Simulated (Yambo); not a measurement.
G0W0@PBEsol for GaAlP2 (space group P-4m2, No. 115) in Yambo. Reference settings: 4×4×4 Γ-centred k mesh, 147 bands and a 8 Ry block in the screening, 147 bands in G with the Bruneval-Gonze terminator, plasmon pole fitted at 27.2 eV. The PBEsol gap Γ → M on this mesh is 1.48 eV; G0W0 gaps are taken between the same points.

The settings were changed. The gap went from 2.26 eV to 2.11 eV, and the shift of the valence edge from -0.66 eV to -0.17 eV.

### Question
What was changed between the two runs?
(A) 52 bands in G
(B) no terminator
(C) wavefunctions cut at 25 Ry
(D) 52 bands in G, no terminator

### Answer
D, 52 bands in G, no terminator. The others gave (gap, valence shift): no terminator: 2.23, -0.57 eV; 52 bands in G: 2.26, -0.60 eV; wavefunctions cut at 25 Ry: 2.28, -0.67 eV.

The standard potential for Ga keeps a d shell in the valence without the s and p states of that shell. In tests on such compounds this moved G0W0 gaps by up to about 0.9 eV, so absolute quasiparticle energies here are unreliable; differences between settings are what counts.

Spin-orbit coupling is not included.

Geometry relaxed with PBEsol; primitive cell a = b = 3.861 Å, c = 5.447 Å, α = β = γ = 90.00°.

The structure is a Materials Project entry; no match was found in the copy of COD used, and its stability was not checked.

A shift is the quasiparticle energy of the state minus its PBEsol energy.
